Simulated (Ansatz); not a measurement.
**Question.** Name crystals whose computed values (the program Ansatz at the PBEsol level (PAW)) fall in these windows: Θ_D (K) 200 to 230; G_Hill (GPa) 23 to 31.

**Answer.** 

| crystal | Θ_D (K) | G_Hill (GPa) |
|---|---|---|
| SnSb, rock salt | 213 | 26.8 |
| Ag3Sn, Pmmn (Ag on 2b, Ag on 4e, Sn on 2a) | 218 | 29.6 |
| In2Pt, fluorite or antifluorite type | 203 | 30.8 |
| Sb, simple cubic | 203 | 24.6 |
| SnTePbSe, R3m (Sn on 3a, Te on 3a, Pb on 3a, Se on 3a) | 213 | 29.6 |
Others may fit too.

Not the usual ambient phase: Sb, simple cubic. Standing as an ambient phase not checked: SnSb, rock salt; Ag3Sn, Pmmn (Ag on 2b, Ag on 4e, Sn on 2a); In2Pt, fluorite or antifluorite type; SnTePbSe, R3m (Sn on 3a, Te on 3a, Pb on 3a, Se on 3a). All cells were relaxed under the symmetry of their starts (and spin orders); stability against distortions was not tested throughout. Rows with no word on spin ran without spin polarisation. Spin–orbit coupling is left out wherever it is not named.

Potentials: the later of the program's two PAW sets.
